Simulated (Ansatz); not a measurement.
Here is the system:

SnAu (NiAs type)

```cif
data_Au2Sn2
_chemical_formula_sum 'Sn2 Au2'
_space_group_name_H-M_alt 'P63/mmc'
_space_group_IT_number 194
_space_group_name_Hall '-P 6c 2c'
_cell_length_a 4.33265
_cell_length_b 4.33265
_cell_length_c 5.55623
_cell_angle_alpha 90.000
_cell_angle_beta 90.000
_cell_angle_gamma 120.000
loop_
_atom_site_label
_atom_site_type_symbol
_atom_site_symmetry_multiplicity
_atom_site_Wyckoff_symbol
_atom_site_fract_x
_atom_site_fract_y
_atom_site_fract_z
_atom_site_occupancy
Sn1 Sn 2 c 0.33333 0.66667 0.25000 1
Au1 Au 2 a 0.00000 0.00000 0.00000 1
```

This relaxed cell (volume V₀) is scaled evenly in all directions, its shape held. Symmetry pins the atoms to their sites.

Computed with PBEsol (plane waves to 420 eV, PAW, scalar-relativistic; Ansatz, a quantum-chemistry and plane-wave program). k mesh 12×12×9 (Γ-centred), Fermi-Dirac smearing 0.05 eV. E stands for the smeared free energy. Compression counts positive. With the shape held, the modulus is that of even scaling; a crystal free to change shape is softer. SnAu was relaxed with its symmetry unable to fall. Spin-orbit coupling is left out, though Au is heavy. The zero of ΔE is the relaxed starting cell.

The scan covers V/V₀ from 0.940 to 1.060 in 9 points.

Q: What bulk modulus at fixed cell shape B₀ follows from a third-order Birch-Murnaghan fit?

A: 90.6 GPa.

Q: What is the fitted pressure derivative B₀′?

A: 5.1.

(Under strain, the slope of the energy per volume gives the stress and its curvature an elastic modulus.)
